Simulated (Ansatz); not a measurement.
According to the program Ansatz at the PBE level (PAW), Mg in the diamond structure (Fd-3m) relaxes to a = 6.854 Å. Mg has 4 nearest neighbours from 2.97 Å (tetrahedral).

Electronic character: metallic (no gap).

The bulk modulus is 105 kbar.

The start of the workflow was typed in or built on a structure type; neither database checked (COD, Materials Project) lists it. It is not the phase usual at ambient conditions (space group No. 194). Symmetry was held in the PBE relaxation; its stability against distortions is not shown here.

Potentials: the earlier of the program's two PAW sets.
